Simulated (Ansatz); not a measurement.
Ansatz (a program for electronic structure) input:

Ansatz 0.2 input:
```yaml
crystal:
  lattice:
    - [0.0, 3.1749817937, 3.1749817937]
    - [3.1749817937, 0.0, 3.1749817937]
    - [3.1749817937, 3.1749817937, 0.0]
  atoms:
    - { symbol: Sn, position: [0.0, 0.0, 0.0] }
    - { symbol: S, position: [0.25, 0.25, 0.25] }
kpoints:
  mp_grid: { grid: [23, 23, 23] }
hamiltonian:
  xc: lda
  pseudopotentials: { kind: paw }
scf:
  occupations: { method: fermi_dirac, width: 0.1 }
elastic: { mode: relaxed_ion, stencil: two_point, amplitude: 0.005, f_tol: 0.0005 }
```

Output (shortened):

```
Pseudopotential: Sn, paw, valence charge 14
Pseudopotential: S, paw, valence charge 6
Functional definition: SPW92
Crystal: 2 atoms, lattice volume = 64.011 Å³
Basis set: ecut = 420 eV, 1243 PW (Γ)
Bands: 14, of which v1, the nominal top of the filled ones, is band 10 counted from 1 (9 counted from 0)
Symmetry: 24 space group operations
Space group: F-43m (ITA 216), of the structure as read, at distance tolerance 4.0e-5 Å
k-points: 364 of 12167 (time reversal used)
SCF 1 converged in 12 iterations: F = -6749.219284 eV  dr2 = 6.99e-15
Crystal: 2 atoms, lattice volume = 63.691 Å³
Symmetry: 8 space group operations
k-points: 936 of 12167 (time reversal used)
SCF 2 converged in 10 iterations: F = -6749.219450 eV  dr2 = 3.93e-14
Crystal: 2 atoms, lattice volume = 64.331 Å³
SCF 3 converged in 8 iterations: F = -6749.218784 eV  dr2 = 9.46e-15
Crystal: 2 atoms, lattice volume = 64.010 Å³
Symmetry: 4 space group operations
k-points: 1728 of 12167 (time reversal used)
SCF 4 converged in 12 iterations: F = -6749.219305 eV  dr2 = 2.19e-14
relax step   1: F+E_penalty+E_count = -6749.21930549 eV  Δ(F+E_penalty+E_count) = +0.000e0 eV  max|allowed force component| = 1.829e-2 eV/Å  Δτ_max = 0.0000 Å  (12 SCF iters, accepted)
Crystal: 2 atoms, lattice volume = 64.010 Å³
SCF 5 converged in 9 iterations: F = -6749.219372 eV  dr2 = 1.13e-14
relax step   2: F+E_penalty+E_count = -6749.21937225 eV  Δ(F+E_penalty+E_count) = -6.677e-5 eV  max|allowed force component| = 3.416e-3 eV/Å  Δτ_max = 0.0031 Å  (9 SCF iters, accepted)
Crystal: 2 atoms, lattice volume = 64.010 Å³
SCF 6 converged in 7 iterations: F = -6749.219375 eV  dr2 = 6.32e-14
relax step   3: F+E_penalty+E_count = -6749.21937467 eV  Δ(F+E_penalty+E_count) = -2.414e-6 eV  max|allowed force component| = 4.372e-7 eV/Å  Δτ_max = 0.0007 Å  (7 SCF iters, accepted)
Crystal: 2 atoms, lattice volume = 64.010 Å³
SCF 7 converged in 2 iterations: F = -6749.219375 eV  dr2 = 3.01e-14
Crystal: 2 atoms, lattice volume = 64.010 Å³
SCF 8 converged in 12 iterations: F = -6749.219305 eV  dr2 = 2.24e-14
relax step   1: F+E_penalty+E_count = -6749.21930548 eV  Δ(F+E_penalty+E_count) = +0.000e0 eV  max|allowed force component| = 1.829e-2 eV/Å  Δτ_max = 0.0000 Å  (12 SCF iters, accepted)
Crystal: 2 atoms, lattice volume = 64.010 Å³
SCF 9 converged in 9 iterations: F = -6749.219375 eV  dr2 = 1.73e-14
relax step   2: F+E_penalty+E_count = -6749.21937466 eV  Δ(F+E_penalty+E_count) = -6.918e-5 eV  max|allowed force component| = 1.907e-6 eV/Å  Δτ_max = 0.0038 Å  (9 SCF iters, accepted)
Crystal: 2 atoms, lattice volume = 64.010 Å³
SCF 10 converged in 2 iterations: F = -6749.219375 eV  dr2 = 1.00e-14
SCF converged after 12 iterations
Free energy (F): -6749.219284 eV
Harris-Foulkes:  -6749.219284 eV  (|F-HF|=1.82e-12)
Internal energy: -6749.202431 eV  (E = F + TS)
E sigma→0 (E₀):  -6749.210858 eV
Entropy (-TS):   -0.016853 eV (-8.426 meV/atom)
Fermi energy:    5.455184 eV
--- Per-component energies (eV) ---
  E_band       = -163.615668
  E_kinetic    = 292.093613
  E_local      = -1382.008088  (includes V_loc(G=0)·N_el)
  E_nonlocal   = 1.309216
  E_hartree    = 732.227464
  E_xc         = -475.267012
  E_vxc        = -185.866212  (∫ρ·V_xc dr)
  E_paw        = -4559.330618  (= ΣΔE_a)
  E_vpaw       = -353.599126  (= ΣTr[D̂ρ^β])
  E_aug_tail   = 0.000001  (compensation charges beyond the density's cutoff)
  E_ewald      = -1358.805103
  E_core_change = 0.578096  (= ΣΔE_core)
  E_smearing   = -0.016853  (= −TS)
  E_closure    = 0.000000  (closes the sum)
  Σ components = -6749.219284   (vs F -6749.219284, Δ=0.00e0)
--- Forces (eV/Å), atoms counted from 1 ---
  atom   1  Sn     0.00000000     0.00000000     0.00000000
  atom   2  S      0.00000000     0.00000000     0.00000000
  max |Σ_I F_I| component: 2.96e-16 eV/Å
--- Stress (GPa, compression-positive) ---
       -0.165990       0.000000       0.000000
        0.000000      -0.165990       0.000000
        0.000000       0.000000      -0.165990
  P = ⅓ Tr σ = -0.1660 GPa (-1.660 kbar)
--- Band table (eV; the first three rows and the last of 364) ---
  k-point 0: bands = ["-16.1437", "-16.1437", "-16.1437", "-16.1194", "-16.1194", "-8.0406", "0.5168", "2.7926", "2.7926", "2.7926", "7.1306", "7.1306", "7.1306", "10.7272"]
  k-point 1: bands = ["-16.1438", "-16.1436", "-16.1436", "-16.1194", "-16.1194", "-8.0303", "0.4428", "2.7804", "2.7804", "2.8413", "7.1101", "7.1524", "7.1524", "10.8229"]
  k-point 2: bands = ["-16.1442", "-16.1432", "-16.1432", "-16.1194", "-16.1194", "-7.9998", "0.2435", "2.7453", "2.7453", "2.9626", "7.0683", "7.2147", "7.2147", "11.0852"]
  k-point 363: bands = ["-16.1535", "-16.1367", "-16.1307", "-16.1213", "-16.1169", "-7.1107", "-2.2471", "1.1195", "1.2864", "5.5002", "7.2515", "7.5556", "9.7510", "10.6818"]
--- Elastic constants: 2 strain directions × 2 members + reference (group order 24) ---
  dense FFT box of the reference and of every strained cell: 32×32×32
  strains applied: 11, 23; error gains: componentwise 1.00 (the most a stress slope's error grows in a printed constant), spectral 1.73 (1 for all six strains …
  C = ∂σ_k/∂η_j (tension-positive GPa; Voigt order 11 22 33 23 13 12):
        33.428     40.620     40.620      0.000      0.000      0.000
        40.620     33.428     40.620      0.000      0.000      0.000
        40.620     40.620     33.428      0.000      0.000      0.000
         0.000      0.000      0.000    -18.047      0.000      0.000
         0.000      0.000      0.000      0.000    -18.047      0.000
         0.000      0.000      0.000      0.000      0.000    -18.047
  reference stress σ⁰ (GPa):      0.166      0.166      0.166      0.000      0.000      0.000
  moduli (Voigt/Reuss/Hill, GPa): K = 38.22/38.22/38.22   G = -12.27/-6.92/-9.59   E = -31.41   ν = 0.637
  mechanically stable: NO (min eigenvalue of sym C = -18.05 GPa)
  strain η (Voigt 11):  stress-route row diagonal C_11 = 33.43 GPa, energy-path curvature d²(F+E_count+ΔE)/dδ²/Ω₀ = 33.43 GPa
         δ    σ_11 (GPa)             F (eV)   n_scf  n_hpsi   n_pw
    -5.000e-3       0.0005       -6749.2194498      10  285751   1269   relax 0 steps, max|allowed force component| 4.44e-16 eV/Å
     5.000e-3       0.3348       -6749.2187841       8  243083   1287   relax 0 steps, max|allowed force component| 4.44e-16 eV/Å
  strain η (Voigt 23):  stress-route row diagonal C_44 = -18.05 GPa, energy-path curvature d²(F+E_count+ΔE)/dδ²/Ω₀ = -18.13 GPa
         δ    σ_23 (GPa)             F (eV)   n_scf  n_hpsi   n_pw
    -5.000e-3       0.0902       -6749.2193747       2  257955   1277   relax 3 steps, max|allowed force component| 4.37e-7 eV/Å
     5.000e-3      -0.0902       -6749.2193747       2  256795   1277   relax 2 steps, max|allowed force component| 1.91e-6 eV/Å
```

Cost: roughly 19 core-minutes on shared cores.

The workflow started from a Materials Project entry (that database holds measured and hypothetical structures alike); the Crystallography Open Database copy checked does not list it. It is not the phase usual at ambient conditions (space group No. 62). Symmetry was held in the LDA relaxation. At this level the phase is mechanically unstable. As this level gives no gap, shear constants depend on the k-mesh and smearing (Fermi–Dirac, 0.1 eV here). Scalar-relativistic: spin–orbit coupling is off unless named, which matters more the heavier the elements.

Potentials: the later of the program's two PAW sets.

Ansatz is a plane-wave DFT program.
